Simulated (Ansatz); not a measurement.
Profile along the Pb–F line in CaPbF6 (space group Fm-3m)

CaPbF6 (space group Fm-3m)

Space group Fm-3m (No. 225); a = 8.622 Å, b = 8.622 Å, c = 8.622 Å, α = 90.00°, β = 90.00°, γ = 90.00°

```csv
atom,site,symmetry,x,y,z
Ca,4b,m-3m,0.5000,0.5000,0.5000
Pb,4a,m-3m,0.0000,0.0000,0.0000
F,24e,4m.m,0.0000,0.0000,0.2397
```
(The calculation used a cell of 8 atoms; values per cell refer to that cell.)

Fields along a shortest Pb–F line of a {100} plane (2.07 Å), from Pb to F, interpolated on the slice's grid (step about 0.2 Å). Level of theory: r2SCAN (plane waves to 500 eV, PAW, scalar-relativistic; Ansatz, a program for electronic structure). k mesh 7×7×7. Inside the PAW spheres the values are not all-electron values, and peaks at nuclei hang on which shells count as valence. CaPbF6 was relaxed with its symmetry unable to fall. Spin-orbit coupling is left out, though Pb is heavy.

```tsv
distance from Pb (Å)	valence electron density (e/Å³)	electron localisation function
0.00	11.04	x
0.21	9.36	x
0.41	6.02	0.03
0.62	3.11	0.19
0.83	1.32	0.28
1.03	0.70	0.20
1.24	0.85	0.41
1.45	1.96	0.75
1.66	5.33	0.71
1.86	10.68	x
2.07	13.45	x
```

x: too close to a nucleus for the ELF to mean much.

Density on the Pb–F line (2.07 Å) at its density minimum, 1.1 Å from Pb: 0.68 e/Å³. ELF at that point: 0.2.
